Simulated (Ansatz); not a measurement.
Input:

Si3N4:
```
CELL_PARAMETERS angstrom
     -3.22121     3.22121     3.22121
      3.22121    -3.22121     3.22121
      3.22121     3.22121    -3.22121
ATOMIC_POSITIONS crystal
  N  0.56248 0.56248 0.56248
  N  0.43752 0.50000 0.00000
  N  0.50000 0.00000 0.93752
  N  0.00000 0.43752 0.50000
  N  0.93752 0.50000 0.00000
  N  0.06248 0.06248 0.06248
  N  0.00000 0.93752 0.50000
  N  0.50000 0.00000 0.43752
  Si 0.25000 0.12500 0.87500
  Si 0.87500 0.25000 0.12500
  Si 0.75000 0.37500 0.62500
  Si 0.62500 0.75000 0.37500
  Si 0.12500 0.87500 0.25000
  Si 0.37500 0.62500 0.75000
```

This is the r²SCAN-relaxed structure.

Question: All from the program Ansatz at the r²SCAN level (PAW), unless another level is named. Predict the band gap.

Answer: 4.74 eV (indirect).

Question: Predict the smallest direct gap on the standard path.

Answer: 4.91 eV.

Question: What about the conduction-band minimum?

Answer: on the Γ–H line, 46 % of the way from Γ (6 equivalent valleys).

Question: Predict the valence-band maximum.

Answer: on the P–H line, 33 % of the way from P.

Space group I-43d. The workflow started from an entry of the Crystallography Open Database (COD), which files this formula under 4 space groups. It is not the phase usual at ambient conditions (space group No. 176). Symmetry was held in the r²SCAN relaxation; whether a distortion lowers the energy is not shown.

Potentials: the earlier of the program's two PAW sets. The files were generated under PBE; for other functionals the program regenerates the frozen cores, and for LDA and PBEsol the local potential too.
